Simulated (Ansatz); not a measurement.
**AlNi3 (Pm-3m): volume scaled by 1.25**

The calculation used DFT, PBE, all-electron PAW with datasets made for the crystal, scalar-relativistic (Ansatz 0.2.0).

Command: `ansatz run input.yaml --threads 2 --pin off --max-ram 6144MiB --backend cpu --events-out ev --progress --plain --runs-dir out`

```yaml
crystal:
  lattice:
    - [3.795095659, 0.0, 0.0]
    - [0.0, 3.795095659, 0.0]
    - [0.0, 0.0, 3.795095659]
  atoms:
    - { symbol: Al, position: [0.0, 0.0, 0.0] }
    - { symbol: Ni, position: [0.0, 0.5, 0.5], spin: 1.5 }
    - { symbol: Ni, position: [0.5, 0.0, 0.5], spin: 1.5 }
    - { symbol: Ni, position: [0.5, 0.5, 0.0], spin: 1.5 }
magnetization:
  spin_polarized: true
kpoints:
  mp_grid: { grid: [10, 10, 10] }
scf:
  occupations: { method: fermi_dirac, width: 0.03 }
hamiltonian:
  xc: pbe
  pseudopotentials: { kind: all_electron, datasets: crystal }
output:
  forces: true
  stress: true
  eigenvalues: false
```

Log:

```
settings of this run that can trade accuracy for cost: output.eigenvalues: false. Do not mix this run's numbers with those of runs without the same settings; the input reference describes each key
hamiltonian.pseudopotentials.datasets: crystal makes datasets for this crystal and solves the spheres of its atoms anew in each pass: cutoff 260.0 eV, the density's 1040.0 eV; for an error of 0.50 meV an atom under PBE, 2.0 meV for the cell; an energy difference from a run of another recipe may be off by several times the error for the cell, under r2SCAN by more, where some 0.1 meV an atom stays a …
Engine: ansatz 0.2.0
Pseudopotentials: kind: all_electron
Pseudopotential: Al, paw, valence charge 3, recommended cutoff 260 eV (normal), crystal/all_electron/pbe/scalar/gaussian/Al, Koelling and Harmon's equation, gaussian nucleus
Pseudopotential: Ni, paw, valence charge 10, recommended cutoff 260 eV (normal), crystal/all_electron/pbe/scalar/gaussian/Ni, Koelling and Harmon's equation, gaussian nucleus
Functional definition: PBE
  parameter kappa = 0.804
  parameter beta = 0.06672455060314922
  exchange = pbe_x(kappa = kappa, mu = beta*pi^2/3)
  correlation = pbe_c(beta = beta)
a search for the magnetic state begins, with frozen cores and fixed partial waves. It gives no result and prints no iterations
the search for the magnetic state of this step took 12 SCF iterations with frozen cores. It stayed in its first state, in which the spheres begin
Crystal: 4 atoms, lattice volume = 54.660 Å³
Basis set: ecut = 260 eV, 485 PW (Γ), exchange–correlation on 40×40×40 points (8 copies of the dense FFT grid, shifted against one another)
Bands: 23, of which v1, the nominal top of the filled ones, is band 17 counted from 1 (16 counted from 0)
Symmetry: 48 space group operations
Space group: Pm-3m (ITA 221), of the structure as read, at distance tolerance 3.8e-5 Å
Magnetic group: BNS 221.92 (UNI 1594), of the structure as read, at distance tolerance 3.8e-5 Å
k-points: 56 of 1000
Non-local potential: Al, projectors of the file, l = 0: 1, l = 1: 1
Non-local potential: Ni, projectors of the file, l = 0: 1, l = 1: 1, l = 2: 2
PAW form: soft (Blöchl's): semilocal exchange-correlation on the pseudo side does not see the compensation charge
PAW one-centre angular grid: Al, 110 points (default); XC on its mesh's 1995 points in the sphere
PAW one-centre angular grid: Ni, 590 points (default); XC on its mesh's 1925 points in the sphere
Initial density: read from a saved state, or passed on in memory by an earlier SCF of this step, an earlier step, the calling program or the single point that the run made first
Starting moments: Σ|m| = 4.5 μB on 3 of 4 sites; this step starts from the density that it was given
Initial wavefunctions: pseudopotential atomic-orbital guess
Functional: x = pbe(κ = 0.804, μ = 0.2195149727645171), c = pbe(β = 0.06672455060314922)
iter 1 solved again at ethr=7.19e-4 eV; its pass at ethr=1.00e-1 eV (dr2=2.37e-1 eV) is discarded
SCF iter   1: F=—  HF=-130757.122095 eV  |F-HF|=—  |Δ(HF+E_count)|=         —  Δρ=1.68e-2 (↑1.49e-2 ↓1.68e-2)  dr2=3.56e-1  dr2_m=1.10e-3  M=0.845 μB ∫|m|=1.100 μB  β_m=0.30  ethr=7.19e-4  ⟨swp⟩=3.5  Hψ=14218  notcnv=0
preconditioner: auto → Kerker (q_TF=auto, 2.508 Å⁻¹)  [metal: Δε(μ)=0.007 eV  Ē_g=6.094 eV  σ=0.030 eV  W_gap=0.06  n_scr=18 (ndim 8)  ℏωp=28.9 eV  f_vac=0.004  D(μ)=3.64/eV (n_scr^D=32)]
spin=Collinear: Kerker preconditioning applied to the charge; magnetization (m = ρ↑ − ρ↓) channel mixes plain (no charge-response kernel on spin).
SCF iter   2: F=—  HF=-130757.105541 eV  |F-HF|=—  |Δ(HF+E_count)|=   1.66e-2  Δρ=1.07e-2 (↑9.79e-3 ↓1.07e-2)  dr2=1.41e-1  dr2_m=3.54e-4  M=0.832 μB ∫|m|=1.095 μB  β_m=0.54  ethr=7.19e-4  ⟨swp⟩=2.0  Hψ=5152  notcnv=0
SCF iter   3: F=—  HF=-130757.078931 eV  |F-HF|=—  |Δ(HF+E_count)|=   2.66e-2  Δρ=7.67e-3 (↑5.54e-3 ↓7.67e-3)  dr2=8.64e-2  dr2_m=6.63e-4  M=0.858 μB ∫|m|=1.131 μB  β_m=0.46  ethr=4.28e-4  ⟨swp⟩=2.0  Hψ=5152  notcnv=0
iter 4 solved again at ethr=8.70e-6 eV; its pass at ethr=2.62e-4 eV (dr2=2.87e-3 eV) is discarded
SCF iter   4: F=—  HF=-130757.064820 eV  |F-HF|=—  |Δ(HF+E_count)|=   1.41e-2  Δρ=1.78e-3 (↑1.14e-3 ↓1.78e-3)  dr2=3.30e-3  dr2_m=8.51e-5  M=0.815 μB ∫|m|=1.098 μB  β_m=0.46  ethr=8.70e-6  ⟨swp⟩=3.0  Hψ=10225  notcnv=0  defer=4
SCF iter   5: F=—  HF=-130757.070134 eV  |F-HF|=—  |Δ(HF+E_count)|=   5.31e-3  Δρ=1.26e-3 (↑6.27e-4 ↓1.26e-3)  dr2=1.52e-3  dr2_m=7.33e-5  M=0.811 μB ∫|m|=1.093 μB  β_m=0.73  ethr=8.70e-6  ⟨swp⟩=3.0  Hψ=4969  notcnv=0  defer=4
SCF iter   6: F=—  HF=-130757.072654 eV  |F-HF|=—  |Δ(HF+E_count)|=   2.52e-3  Δρ=8.93e-4 (↑3.75e-4 ↓8.93e-4)  dr2=7.95e-4  dr2_m=4.16e-5  M=0.804 μB ∫|m|=1.084 μB  β_m=0.87  ethr=4.60e-6  ⟨swp⟩=3.1  Hψ=6688  notcnv=0  defer=7
SCF iter   7: F=—  HF=-130757.072561 eV  |F-HF|=—  |Δ(HF+E_count)|=   9.30e-5  Δρ=1.05e-4 (↑1.05e-4 ↓7.89e-5)  dr2=1.72e-5  dr2_m=1.09e-7  M=0.805 μB ∫|m|=1.082 μB  β_m=0.87  ethr=2.41e-6  ⟨swp⟩=2.3  Hψ=4564  notcnv=0  defer=3
SCF iter   8: F=—  HF=-130757.072562 eV  |F-HF|=—  |Δ(HF+E_count)|=   3.02e-7  Δρ=4.97e-5 (↑4.97e-5 ↓3.04e-5)  dr2=4.43e-6  dr2_m=5.94e-8  M=0.804 μB ∫|m|=1.081 μB  β_m=0.93  ethr=5.20e-8  ⟨swp⟩=3.1  Hψ=5345  notcnv=0  defer=2
SCF iter   9: F=—  HF=-130757.072561 eV  |F-HF|=—  |Δ(HF+E_count)|=   7.90e-7  Δρ=2.04e-5 (↑2.04e-5 ↓1.88e-5)  dr2=8.77e-7  dr2_m=1.07e-9  M=0.804 μB ∫|m|=1.080 μB  β_m=0.87  ethr=1.34e-8  ⟨swp⟩=2.1  Hψ=4491  notcnv=0  defer=1
SCF iter  10: F=-130757.072561 eV  HF=-130757.072561 eV  |F-HF|=1.02e-8  |Δ(HF+E_count)|=   1.49e-7  Δρ=2.34e-6 (↑2.34e-6 ↓1.63e-6)  dr2=6.03e-9  dr2_m=2.15e-10  M=0.804 μB ∫|m|=1.080 μB  ethr=2.66e-9  ⟨swp⟩=2.7  Hψ=4598  notcnv=0  defer=1
SCF 1 converged in 10 iterations: F = -130757.072558 eV  dr2 = 6.03e-9
  Residual-converged pass: ⟨swp⟩=3.3  Hψ=6190  notcnv=0  max |occ|·‖R‖ = 6.6e-6 eV (tolerance 6.7e-6 eV)  dr2=6.85e-9  dr2_m=2.44e-10  dr2_onsite=2.63e-8  max |Δocc| = 5.5e-10
  greatest PAW one-centre occupation: 0.904 electrons in one spin orbital (limit 2), on the Ni atom at site 3 (counted from 0), in its partial waves of l = 2
SCF converged after 10 iterations
Magnetization: 0.8035 μB (16.9018 up, 16.0982 down)
Absolute magnetization: 1.0799 μB (∫|ρ↑−ρ↓|)
Spin contamination: -0.0215 ħ² per cell (⟨S²⟩ above its minimum at these occupations)
Per-site moments (μB) at R_I (Å): [(-0.023915960931265894, 1.1069593737388435), (0.30671030463970406, 1.1069593737388435), (0.3067103046397046, 1.1069593737388435), (0.30671030463970383, 1.1069593737388435)]
Free energy (F): -130757.072558 eV
Harris-Foulkes:  -130757.072558 eV  (|F-HF|=1.02e-8)
Internal energy: -130757.060679 eV  (E = F + TS)
E sigma→0 (E₀):  -130757.066619 eV
Entropy (-TS):   -0.011879 eV (-2.970 meV/atom)
Past the cutoff: the bands carry plane waves up to 1.75 times it, of which those up to 1.5 times it add -0.000567 eV an atom, each by itself; the spheres take 0.000226 eV an atom off the energy for waves past 1.75 times it
By the cutoff:   a pressure is off by up to 0.007 GPa (1.2 times the spheres' own share and the shells' term, over an atom's volume, and 0.004 GPa: a bound that held against runs at twice the plane waves)
Past the cutoffs: a stress includes 0.0007 GPa for waves and charges beyond them, in addition to the slope of what the spheres take
In the spheres:  the bands' charges fall short by 6.0e-7 e at most (sound up to 1e-3)
Fermi energy:    13.066391 eV
--- Per-component energies (eV) ---
  E_band       = 367.440700
  E_kinetic    = 240.049842
  E_local      = -1436.574905  (includes V_loc(G=0)·N_el)
  E_nonlocal   = 156.109956
  E_hartree    = 767.515334
  E_xc         = -115.551478
  E_vxc        = -135.355756  (∫ρ·V_xc dr)
  E_paw        = -133635.142169  (= ΣΔE_a)
  E_vpaw       = -5783.620321  (= ΣTr[D̂ρ^β])
  E_ewald      = -2525.265570
  E_smearing   = -0.011879  (= −TS)
  E_closure    = 5791.798311  (closes the sum)
  Σ components = -130757.072558   (vs F -130757.072558, Δ=1.46e-11)
  The terms above E_closure are by the made datasets' own strengths, without shells solved beside the bands.
--- Forces (eV/Å), atoms counted from 1 ---
  atom   1  Al    -0.00000000     0.00000000    -0.00000000
  atom   2  Ni     0.00000000     0.00000000    -0.00000000
  atom   3  Ni     0.00000000    -0.00000000     0.00000000
  atom   4  Ni     0.00000000     0.00000000    -0.00000000
  max |Σ_I F_I| component: 5.00e-29 eV/Å
--- Stress (GPa, compression-positive) ---
      -21.964395      -0.000000       0.000000
       -0.000000     -21.964395       0.000000
        0.000000       0.000000     -21.964395
  P = ⅓ Tr σ = -21.9644 GPa (-219.644 kbar)
settings of this run that can trade accuracy for cost: output.eigenvalues: false. Do not mix this run's numbers with those of runs without the same settings; the input reference describes each key
```

Site moments (μB): Al1 -0.02, Ni2 0.31, Ni3 0.31, Ni4 0.31. Cell moment 0.80 μB.

The magnetic group in the log treats spin as a scalar label, without spin–orbit coupling.

These are results for the start and cell typed. The real compound can order otherwise, in a larger cell, or not at all, since semilocal functionals without spin fluctuations often overstate magnetism; near a collapse of the moment, mesh and smearing move it by tens of per cent.

It took 20 s on 2 threads of Intel(R) Xeon(R) Platinum 8375C CPU @ 2.90GHz (Ice Lake), on a shared host, peak memory 0.69 GiB.
